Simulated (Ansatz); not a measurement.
# Ti (fcc): energy against volume

These are results of DFT, r2SCAN, plane waves (500 eV) with PAW, scalar-relativistic (Ansatz 0.2.0), not measurements. The PAW files were generated under PBE, with cores re-solved for the functional.

The cell is scaled uniformly from the relaxed one, with fractional coordinates and shape fixed. Energies are extrapolated to zero smearing, pressures are those at the given smearing. Magnetic state: non-magnetic.

A Birch-Murnaghan fit gives V₀ = 17.36 Å³/atom, B₀ = 111 GPa, B₀′ = 3.3.

Problem. What are the energy above the minimum and the pressure at 15.260 Å³/atom?

Solution. 105.4 meV/atom and 17.69 GPa as computed.

Problem. What are the energy above the minimum and the pressure at 16.647 Å³/atom?

Solution. 10.7 meV/atom and 5.03 GPa as computed.

Problem. What are the energy above the minimum and the pressure at 18.034 Å³/atom?

Solution. 8.7 meV/atom and -3.97 GPa as computed.
